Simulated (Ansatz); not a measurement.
TlF:
```xyz
2
Lattice="0.0000 2.8434 2.8434 2.8434 0.0000 2.8434 2.8434 2.8434 0.0000" Properties=species:S:1:pos:R:3 pbc="T T T"
Tl     0.0000     0.0000     0.0000
F      2.8434     2.8434     2.8434
```

Relaxed with r²SCAN+D4.

Problem. Give the Bader charges and basin volumes of the independent atoms, r²SCAN+D4 (plane waves, PAW; program Ansatz).

Solution. 

```
atom  Bader charge (e)  Bader volume (Å³)
----  ----------------  -----------------
Tl1              +0.83               29.8
F2               -0.83               16.1
```

Space group Fm-3m (rock salt). The workflow started from an entry of the Crystallography Open Database (COD); the relaxed space group is not among those it files for this formula. COD files the formula under space group No. 28, 57, 69, 129, 139. Whether it is the stable phase at ambient conditions was not checked. The cell was relaxed with r²SCAN+D4 under the symmetry of its start; whether a distortion lowers the energy is not shown. Spin–orbit coupling is left out wherever it is not named.

Potentials: the later of the program's two PAW sets.
